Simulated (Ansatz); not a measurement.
Ga, DFT, PBEsol, PAW with Ansatz's default frozen-core files, scalar-relativistic (Ansatz 0.2.0), run on 1 thread of Arm Neoverse V1 on a shared host.

The cell is COD entry 9012723, as deposited and not checked against the literature; nothing was relaxed. The listed cell was then made from it by scaling, straining or moving an atom.

Command: `ansatz run input.yaml --threads 1 --pin off --max-ram 3072MiB --backend cpu --events-out ev --progress --plain --runs-dir out`

```yaml
crystal:
  lattice:
    - [-1.3850247009, 1.3850247009, 2.1988746855]
    - [1.3850247009, -1.3850247009, 2.1988746855]
    - [1.3850247009, 1.3850247009, -2.1988746855]
  atoms:
    - { symbol: Ga, position: [0.0, 0.0, 0.0] }
kpoints:
  mp_grid: { grid: [16, 16, 16] }
scf:
  occupations: { method: fermi_dirac, width: 0.03 }
hamiltonian:
  xc: pbesol
  pseudopotentials: { kind: paw }
output:
  forces: true
  stress: true
  eigenvalues: true
  efg: { contact_densities: true }
```

**Question.** How large is the problem that the program sets up?

**Answer.** 349 irreducible k-points, 323 plane waves at Γ, 11 bands.

**Question.** Estimate the wall time and the peak memory.

**Answer.** 5.2 s of wall time for 6 SCF iterations, with a peak of 0.37 GiB. Times on shared machines scatter by tens of per cent.

**Question.** And the same cell and mesh by all-electron PAW (datasets made for this crystal), asked for forces, stress, eigenvalues, efg, on the same hardware?

**Answer.** 19 s, peak memory 0.41 GiB.
